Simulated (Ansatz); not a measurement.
Sr$_{2}$H$_{3}$I:
```cif
data_H3ISr2
_chemical_formula_sum 'Sr2 H3 I1'
_space_group_name_H-M_alt 'P 1'
_space_group_IT_number 1
_cell_length_a 4.23670
_cell_length_b 4.23670
_cell_length_c 7.67295
_cell_angle_alpha 90.000
_cell_angle_beta 90.000
_cell_angle_gamma 120.000
loop_
_space_group_symop_operation_xyz
  'x, y, z'
loop_
_atom_site_label
_atom_site_type_symbol
_atom_site_fract_x
_atom_site_fract_y
_atom_site_fract_z
_atom_site_occupancy
Sr1 Sr 0.66667 0.33333 0.67853 1
Sr2 Sr 0.33333 0.66667 0.32147 1
H1 H 0.00000 0.00000 0.50000 1
H2 H 0.66667 0.33333 0.35677 1
H3 H 0.33333 0.66667 0.64323 1
I1 I 0.00000 0.00000 0.00000 1
```

Relaxed with r²SCAN. r²SCAN in the plane-wave PAW code Ansatz gives a gap of 2.65 eV.

What gap does HSE06 give on the same cell (Ansatz, PAW)?

3.00 eV, 0.35 eV more. The hybrid was solved on a coarser mesh and at special points; its gap is the smallest among all of these.

| k | v1 r²SCAN | c1 r²SCAN | v1 HSE06 | c1 HSE06 |
|---|---|---|---|---|
| Γ | -0.08 | 3.43 | ___ | ___ |
| A | 0.00 | 3.24 | ___ | ___ |
| K | -2.62 | 2.72 | ___ | ___ |
| H | -2.58 | 3.64 | -2.78 | 4.04 |
| M | -2.66 | 3.13 | ___ | ___ |
| L | -2.40 | 2.73 | -2.58 | 3.08 |

Top valence (v1) and lowest conduction level (c1) in eV from each method's valence maximum (which need not be a listed point): supply the withheld HSE06 values.


- A, v1 HSE06: 0.00
- A, c1 HSE06: 3.59
- Γ, v1 HSE06: -0.09
- Γ, c1 HSE06: 3.79
- M, v1 HSE06: -2.88
- M, c1 HSE06: 3.52
- K, v1 HSE06: -2.85
- K, c1 HSE06: 3.09

Cost on shared cores: the r²SCAN run (SCF on a 8×8×4 mesh, then bands and DOS) very roughly 70 core-seconds, the HSE06 run (SCF on 5×5×2, then a few points) very roughly 70 core-seconds; the tasks are unlike.

Space group P-3m1. The first step of the workflow began from a Materials Project structure, measured or hypothetical; the Crystallography Open Database copy checked does not list it. Whether it is the stable phase at ambient conditions was not checked. Symmetry was held in the r²SCAN relaxation; whether a distortion lowers the energy is not shown. Scalar-relativistic: spin–orbit coupling is off unless named, which matters more the heavier the elements.

Potentials: the later of the program's two PAW sets.
